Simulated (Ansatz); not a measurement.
TiCd, DFT, PBEsol, all-electron LAPW, scalar-relativistic (Ansatz 0.2.0), run on 1 thread of Arm Neoverse V1 on a shared host.

The cell comes from COD entry 1525204, which wasn't checked; take it as a given geometry. The listed cell was then made from it by scaling, straining or moving an atom.

Command: `ansatz run input.yaml --threads 1 --pin off --max-ram 4096MiB --backend cpu --events-out ev --progress --plain --runs-dir out`

```yaml
crystal:
  lattice:
    - [2.96208, 0.0, 0.0]
    - [0.0, 2.96208, 0.0]
    - [0.0, 0.0, 8.954]
  atoms:
    - { symbol: Ti, position: [0.0, 0.5, 0.608] }
    - { symbol: Ti, position: [0.5, 0.0, 0.392] }
    - { symbol: Cd, position: [0.0, 0.5, 0.13] }
    - { symbol: Cd, position: [0.5, 0.0, 0.87] }
kpoints:
  mp_grid: { grid: [11, 11, 4] }
  band_path:
    path:
      - [0.0, 0.0, 0.0]
      - [0.0, 0.5, 0.0]
      - [0.5, 0.5, 0.0]
      - [0.0, 0.0, 0.0]
      - [0.0, 0.0, 0.5]
      - [0.0, 0.5, 0.5]
      - [0.5, 0.5, 0.5]
      - [0.0, 0.0, 0.5]
      - [0.0, 0.5, 0.0]
    npoints: 5
scf:
  occupations: { method: fermi_dirac, width: 0.08 }
hamiltonian:
  xc: pbesol
  pseudopotentials: { kind: all_electron, lapw: { basis_error: 0.001 } }
output:
  forces: true
  stress: true
  eigenvalues: true
```

**Question.** How large is the problem that the program sets up?

**Answer.** 63 irreducible k-points, 617 plane waves at Γ, 39 bands.

**Question.** About how long does it take, and how much memory does it use?

**Answer.** 57 s of wall time for 11 SCF iterations, with a peak of 0.58 GiB. Times on shared machines scatter by tens of per cent.
